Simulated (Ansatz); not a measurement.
WS2: from a starting cell to a relaxed one

The start is a relaxed WS2 cell shaken by Gaussian noise of σ = 0.08 Å a coordinate. A full variable-cell relaxation at zero pressure is run with PBE (plane waves to 420 eV, PAW, scalar-relativistic; Ansatz, a quantum-chemistry and plane-wave program). First-step values are on the input's coarse k-mesh.

Ansatz input (later rounds restart from its end on a renewed k-mesh):
Ansatz 0.2 input:
```yaml
crystal:
  lattice:
    - [6.324142356, 0, 0]
    - [-3.162071178, 5.4768679375, 0]
    - [0, 0, 4.3859834273]
  atoms:
    - { symbol: S, position: [0.2838271242, 0.012663639, 0.0099392361] }
    - { symbol: S, position: [0.002138036, 0.2816748029, -0.021333846] }
    - { symbol: S, position: [0.7019164917, 0.7087282954, 0.0133288702] }
    - { symbol: S, position: [0.5947695564, 0.0011662265, 0.4920758661] }
    - { symbol: S, position: [0.0139198028, 0.6015327186, 0.4568229113] }
    - { symbol: S, position: [0.375341637, 0.355157105, 0.5334427337] }
    - { symbol: W, position: [-0.0003807939, -0.0007673298, 0.4947359436] }
    - { symbol: W, position: [0.3313532427, 0.6598143267, 0.8012343917] }
    - { symbol: W, position: [0.660560974, 0.3291060146, 0.2049124359] }
basis: { ecutwfc: 420, ecutrho_ratio: 4, xc_grid: 2, fft_grid_basis: typed }
kpoints: { mp_grid: { grid: [4, 4, 5] } }
hamiltonian:
  xc: pbe
  dispersion: none
  pseudopotentials: { azcp: { folder: ./paw }, kind: paw }
scf: { occupations: { method: fermi_dirac, width: 0.05 } }
relax: { f_tol: 0.01, max_steps: 100, cell: { stress_tol: 0.02 } }
output: { forces: true, stress: true }
```

* **Largest initial force**: about 2.5 eV/Å, on S4 (atoms numbered as listed)
* **Volume change**: +7.8 %, from 16.88 to 18.19 Å³/atom
* **Shortest distances (start → end)**: The closest pairs of elements (up to four, under 3.6 Å), start → end: S–W 2.28 → 2.33 Å; S–S 2.85 → 3.09 Å; W–W 3.84 → 3.12 Å
* **Band gap at the end**: no gap (metallic)
* **Optimiser moves**: 21

Final structure:

Space group C2/m (No. 12); a = 5.651 Å, b = 10.550 Å, c = 5.496 Å, α = 90.00°, β = 91.94°, γ = 90.00°

| atom | site | symmetry | x | y | z |
|---|---|---|---|---|---|
| S | 4i | m | 0.1726 | 0.0000 | 0.7244 |
| S | 8j | 1 | 0.3290 | 0.1646 | 0.2342 |
| W | 4h | 2 | 0.5000 | 0.3130 | 0.5000 |
| W | 2b | 2/m | 0.0000 | 0.5000 | 0.0000 |
(The calculation used a cell of 9 atoms; values per cell refer to that cell.)

Final values are on a 10×10×9 k-mesh of the relaxed cell. No spin polarisation in the result.

The relaxed structure here is a generated cell of WS2: the first start was made by placing the elements on the sites of a structure type, and the end was not matched to a known phase here, so it may be hypothetical. Known forms of WS2 include space group No. 194.
